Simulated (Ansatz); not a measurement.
An Ansatz input and the part of its output that reports the observables at the nuclei.

The cell is a structure deposited in the COD, relaxed with PBE at fixed cell and then changed (volume scaled by 0.96, ions relaxed).

```yaml
crystal:
  lattice:
    - [3.7594936861, 0.0, 0.0]
    - [-1.879746843, 3.2558170375, 0.0]
    - [0.0, 0.0, 6.0530709152]
  atoms:
    - { symbol: Sn, position: [0.0, 0.0, 0.0] }
    - { symbol: Se, position: [0.3333333333, 0.6666666667, 0.2617028904] }
    - { symbol: Se, position: [0.6666666667, 0.3333333333, 0.7382971096] }
kpoints:
  mp_grid: { grid: [13, 13, 7] }
scf:
  occupations: { method: fermi_dirac, width: 0.02 }
hamiltonian:
  xc: pbe
  pseudopotentials: { kind: paw }
output:
  forces: true
  stress: true
  populations: true
  efg: { quadrupole_moments_barn: { Sn: -0.132 }, contact_densities: true }
relax:
  f_tol: 0.02
  max_steps: 60
```

The quadrupole moment typed for Sn is that of the 23.9 keV Mössbauer state of ¹¹⁹Sn; the ground state has I = 1/2 and no quadrupole moment.

```sh
ansatz run input.yaml --threads 1 --pin off --max-ram 3072MiB --backend cpu --events-out ev --progress --plain --runs-dir out
```

The run relaxes the ions first, and the block belongs to the relaxed positions.

Of the output, the block on the nuclei alone is shown; the set-up, the SCF iterations, energies, forces and stress are cut.

```
--- PAW observables at the nuclei: V_zz in 10²¹ V/m², potentials from the cell's mean, atoms counted from 1 ---
  atom   1  Sn V_zz =    -0.274341   η = 0.0000   by run symmetry: allowed   C_q = +0.8756 MHz
            electrostatic potential = -8171.326424 V   contact ρ = 1236329.318707 e/Å³
  atom   2  Se V_zz =    -2.462017   η = 0.0000   by run symmetry: allowed
            electrostatic potential = -4711.758915 V   contact ρ = 262892.377582 e/Å³
  atom   3  Se V_zz =    -2.462017   η = 0.0000   by run symmetry: allowed
            electrostatic potential = -4711.758915 V   contact ρ = 262892.377582 e/Å³
```

The relaxation (4 steps) took 45 s of wall time (45 s of CPU time) and 0.54 GiB at its peak, on 1 thread of Arm Neoverse V2 (aarch64; 8 cores open to the job, memory cap 3.0 GiB, no GPU), a shared host with a load of 0.8 a core.

Without spin–orbit coupling (the program notes it for Sn) the gradients can shift somewhat, as the gap is small. With a gap of 0.5 eV on this mesh, the gradients can still move by some per cent as the k-mesh gets denser.
